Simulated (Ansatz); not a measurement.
Ba$_{2}$HfS$_{4}$:
Space group I4/mmm (No. 139); a = 4.9462 Å, b = 4.9462 Å, c = 15.8032 Å, α = 90.00°, β = 90.00°, γ = 90.00°

```tsv
atom	site	symmetry	x	y	z
Ba	4e	4mm	0.0000	0.0000	0.3578
Hf	2a	4/mmm	0.0000	0.0000	0.0000
S	4c	mmm.	0.0000	0.5000	0.0000
S	4e	4mm	0.0000	0.0000	0.1621
```
(The calculation used a cell of 7 atoms; values per cell refer to that cell.)

Relaxed with r²SCAN.

Q: Which orbitals make up the states near the band edges in r²SCAN in the plane-wave PAW code Ansatz?

A: Top 1 eV of the valence band: S 3p 94 %. Bottom 1 eV of the conduction band: Hf 5d 79 %, S 3p 10 %, outside the projected shells 10 %. Projections are on Löwdin-orthogonalised atomic valence shells; empty p or d shells of many metals are not among them.

Q: Tabulate the density of states.

A: States/eV per cell of 7 atoms, in 0.25 eV bins, energy from the valence-band maximum.

| E (eV) | total | S 3p | Hf 5d | Ba 6s |
|---|---|---|---|---|
| -7.85 | 0.00 | 0.00 | 0.00 | 0.00 |
| -7.60 | 0.00 | 0.00 | 0.00 | 0.00 |
| -7.35 | 0.00 | 0.00 | 0.00 | 0.00 |
| -7.10 | 0.00 | 0.00 | 0.00 | 0.00 |
| -6.85 | 0.00 | 0.00 | 0.00 | 0.00 |
| -6.60 | 0.00 | 0.00 | 0.00 | 0.00 |
| -6.35 | 0.00 | 0.00 | 0.00 | 0.00 |
| -6.10 | 0.00 | 0.00 | 0.00 | 0.00 |
| -5.85 | 0.00 | 0.00 | 0.00 | 0.00 |
| -5.60 | 0.00 | 0.00 | 0.00 | 0.00 |
| -5.35 | 0.14 | 0.10 | 0.01 | 0.00 |
| -5.10 | 0.62 | 0.44 | 0.05 | 0.00 |
| -4.85 | 0.91 | 0.64 | 0.09 | 0.00 |
| -4.60 | 1.97 | 1.34 | 0.31 | 0.01 |
| -4.35 | 1.27 | 0.91 | 0.16 | 0.02 |
| -4.10 | 0.92 | 0.69 | 0.09 | 0.02 |
| -3.85 | 2.01 | 1.39 | 0.43 | 0.05 |
| -3.60 | 2.65 | 1.86 | 0.59 | 0.05 |
| -3.35 | 4.54 | 3.30 | 0.89 | 0.15 |
| -3.10 | 7.69 | 6.03 | 1.11 | 0.21 |
| -2.85 | 5.78 | 4.39 | 0.97 | 0.12 |
| -2.60 | 4.79 | 3.75 | 0.69 | 0.05 |
| -2.35 | 10.59 | 8.03 | 1.73 | 0.11 |
| -2.10 | 2.26 | 1.85 | 0.29 | 0.01 |
| -1.85 | 1.66 | 1.41 | 0.13 | 0.02 |
| -1.60 | 6.11 | 5.11 | 0.54 | 0.12 |
| -1.35 | 9.41 | 8.26 | 0.44 | 0.19 |
| -1.10 | 6.69 | 6.04 | 0.14 | 0.14 |
| -0.85 | 6.80 | 6.25 | 0.14 | 0.07 |
| -0.60 | 7.82 | 7.35 | 0.08 | 0.05 |
| -0.35 | 7.84 | 7.41 | 0.07 | 0.09 |
| -0.10 | 3.53 | 3.38 | 0.01 | 0.03 |
| 0.15 | 0.00 | 0.00 | 0.00 | 0.00 |
| 0.40 | 0.00 | 0.00 | 0.00 | 0.00 |
| 0.65 | 0.00 | 0.00 | 0.00 | 0.00 |
| 0.90 | 0.00 | 0.00 | 0.00 | 0.00 |
| 1.15 | 0.02 | 0.00 | 0.02 | 0.00 |
| 1.40 | 0.24 | 0.01 | 0.21 | 0.00 |
| 1.65 | 0.27 | 0.03 | 0.22 | 0.00 |
| 1.90 | 0.35 | 0.04 | 0.27 | 0.00 |
| 2.15 | 0.59 | 0.08 | 0.41 | 0.00 |
| 2.40 | 1.49 | 0.22 | 0.96 | 0.01 |
| 2.65 | 3.01 | 0.49 | 1.98 | 0.03 |
| 2.90 | 3.91 | 0.65 | 2.57 | 0.09 |
| 3.15 | 2.85 | 0.42 | 1.66 | 0.11 |
| 3.40 | 2.82 | 0.40 | 1.48 | 0.12 |
| 3.65 | 3.41 | 0.47 | 1.64 | 0.15 |
| 3.90 | 4.88 | 0.66 | 2.23 | 0.23 |
| 4.15 | 3.55 | 0.29 | 1.06 | 0.12 |
| 4.40 | 3.43 | 0.18 | 0.93 | 0.17 |
| 4.65 | 4.56 | 0.26 | 0.79 | 0.46 |
| 4.90 | 5.63 | 0.32 | 0.82 | 0.65 |
| 5.15 | 5.84 | 0.36 | 0.88 | 0.48 |
| 5.40 | 8.52 | 0.44 | 1.04 | 0.42 |
| 5.65 | 11.79 | 0.57 | 1.26 | 0.66 |

The first step of the workflow began from a Materials Project structure, measured or hypothetical; the Crystallography Open Database copy checked does not list it. Its standing as an ambient phase is unchecked. The cell was relaxed with r²SCAN under the symmetry of its start; its stability against distortions is not shown here. The run is not spin-polarised. Scalar-relativistic: spin–orbit coupling is off unless named, which matters more the heavier the elements.

Potentials: the later of the program's two PAW sets.
